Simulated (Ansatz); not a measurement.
# InF: computed DOS

```cif
data_structure
_symmetry_space_group_name_H-M 'P 1'
_symmetry_Int_Tables_number 1
_cell_length_a 4.2490
_cell_length_b 4.2490
_cell_length_c 4.2490
_cell_angle_alpha 60.000
_cell_angle_beta 60.000
_cell_angle_gamma 60.000
_cell_volume 54.24
loop_
_atom_site_label
_atom_site_type_symbol
_atom_site_fract_x
_atom_site_fract_y
_atom_site_fract_z
_atom_site_occupancy
In1 In 0.00000 0.00000 0.00000 1
F1 F 0.25000 0.25000 0.25000 1
```

The runs use the primitive cell with vectors (0.000, 3.004, 3.004), (3.004, 0.000, 3.004), (3.004, 3.004, 0.000) Å, to which the k mesh refers.

The cell was built from the zincblende type and relaxed in the same program, and has space group F-43m; it needn't be a known or the stable phase.

Spin–orbit coupling is left out, though it moves levels of the heavy atoms by tenths of an eV or more.

Theory: DFT, PBE, all-electron LAPW, scalar-relativistic in Ansatz 0.2.0.

Numerical set-up: a Γ-centred 13×13×13 k mesh, Fermi–Dirac smearing of 0.05 eV, basis error target 0.5 meV/atom, no spin polarisation.

States per eV and cell, averaged over 0.4 eV, from -5.0 to 4.4 eV, with energies (bin centres) from the valence-band top; empty bins are left out. The partial columns, the largest 4 alone, are projections on Löwdin-orthogonalised atomic shells (those that the program's projection atoms carry: the occupied ones and, for some elements, an empty d or f shell; other empty shells have no column), summed over atoms of an element. Weights on diffuse s and p shells depend on that basis and aren't pure angular character.

```json
{"E (eV)": "-4.9", "total": "3.92", "F 2p": "2.38", "In 5p": "0.17", "In 5s": "1.35", "F 2s": "0.01"}
{"E (eV)": "-4.5", "total": "0.96", "F 2p": "0.51", "In 5p": "0.07", "In 5s": "0.36", "F 2s": "0.01"}
{"E (eV)": "-4.1", "total": "0.22", "F 2p": "0.13", "In 5p": "0.02", "In 5s": "0.06", "F 2s": "0.00"}
{"E (eV)": "-3.7", "total": "8.46", "F 2p": "7.65", "In 5p": "0.70", "In 5s": "0.04", "F 2s": "0.00"}
{"E (eV)": "-3.3", "total": "1.45", "F 2p": "1.39", "In 5p": "0.04", "In 5s": "0.00", "F 2s": "0.00"}
{"E (eV)": "-2.9", "total": "0.08", "F 2p": "0.04", "In 5p": "0.01", "In 5s": "0.02", "F 2s": "0.00"}
{"E (eV)": "-2.5", "total": "0.17", "F 2p": "0.08", "In 5p": "0.02", "In 5s": "0.06", "F 2s": "0.00"}
{"E (eV)": "-2.1", "total": "0.29", "F 2p": "0.13", "In 5p": "0.04", "In 5s": "0.11", "F 2s": "0.01"}
{"E (eV)": "-1.7", "total": "0.44", "F 2p": "0.18", "In 5p": "0.07", "In 5s": "0.18", "F 2s": "0.01"}
{"E (eV)": "-1.3", "total": "0.67", "F 2p": "0.24", "In 5p": "0.09", "In 5s": "0.31", "F 2s": "0.02"}
{"E (eV)": "-0.9", "total": "1.10", "F 2p": "0.37", "In 5p": "0.12", "In 5s": "0.58", "F 2s": "0.02"}
{"E (eV)": "-0.5", "total": "1.23", "F 2p": "0.42", "In 5p": "0.09", "In 5s": "0.70", "F 2s": "0.01"}
{"E (eV)": "-0.1", "total": "1.02", "F 2p": "0.36", "In 5p": "0.03", "In 5s": "0.63", "F 2s": "0.00"}
{"E (eV)": "1.9", "total": "0.07", "F 2p": "0.00", "In 5p": "0.06", "In 5s": "0.00", "F 2s": "0.00"}
{"E (eV)": "2.3", "total": "0.76", "F 2p": "0.07", "In 5p": "0.62", "In 5s": "0.03", "F 2s": "0.02"}
{"E (eV)": "2.7", "total": "2.16", "F 2p": "0.22", "In 5p": "1.73", "In 5s": "0.11", "F 2s": "0.04"}
{"E (eV)": "3.1", "total": "0.86", "F 2p": "0.07", "In 5p": "0.63", "In 5s": "0.12", "F 2s": "0.02"}
{"E (eV)": "3.5", "total": "0.43", "F 2p": "0.03", "In 5p": "0.30", "In 5s": "0.08", "F 2s": "0.01"}
{"E (eV)": "3.9", "total": "0.92", "F 2p": "0.04", "In 5p": "0.75", "In 5s": "0.07", "F 2s": "0.03"}
{"E (eV)": "4.3", "total": "1.02", "F 2p": "0.05", "In 5p": "0.85", "In 5s": "0.05", "F 2s": "0.02"}
```

**Question.** Which of the resolved shells contributes most in the top eV of the valence band?

**Answer.** In 5s, with 58 % of all states there; F 2p follows with 34 %.
